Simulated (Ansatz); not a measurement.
# SnO₂ — ¹⁷O NMR of the central transition

Cell: a computed structure from the Materials Project (it need not be an observed phase) whose atoms were relaxed with PBE, the cell held.

Space group P4_2/mnm (No. 136); a = 4.7648, c = 3.2075 Å.

```
site  Wyckoff  site symmetry       x       y       z
  Sn       2a           m.mm  0.5000  0.5000  0.5000
   O       4f           m.2m  0.1940  0.8060  0.5000
```

One atom of each set is listed.

Computed with Ansatz: DFT, r2SCAN, plane waves and PAW, scalar-relativistic, 500 eV cutoff, Γ-centred 7×7×10 k-points, Fermi–Dirac smearing 0.01 eV.

¹⁷O has I = 5/2 and Q = -25.58 mb (Pyykkö 2018); at 16.4 T its Larmor frequency is ν₀ = 94.7 MHz. Only the quadrupole interaction is simulated: positions count from each site's isotropic chemical shift, and J coupling is left out, as are shift anisotropy and dipolar coupling, which fast spinning averages.

Problem. What does the ¹⁷O spectrum (fast magic-angle spinning) show for each site?

Solution. 

```csv
site,first shell,C_Q (MHz),η,P_Q (MHz),δ_QIS (ppm),breadth (kHz)
O,3 Sn at 2.06–2.07 Å,6.51,0.11,6.53,-28.5,5.98
```

δ_QIS = −(ν_Q²/30ν₀²)[I(I+1) − 3/4](1 + η²/3) × 10⁶ ppm with ν_Q = 3|C_Q|/[2I(2I−1)]; it falls as 1/B₀² in ppm, and the breadth as 1/B₀ in kHz.

At O V_zz stands upright on the plane through its three neighbours (within 1°).

Without spin–orbit coupling (the program notes it for Sn) the gradients are little affected as a rule: paired runs on crystals with a gap mostly move them by under 2 % at such atoms.

Hardware: 1 thread of Arm Neoverse N1 (aarch64; 36 cores open to the job, memory cap 3.0 GiB, no GPU), a shared host with a load of 0.9 a core. Wall time 45 s, CPU time 45 s, peak memory 0.56 GiB.
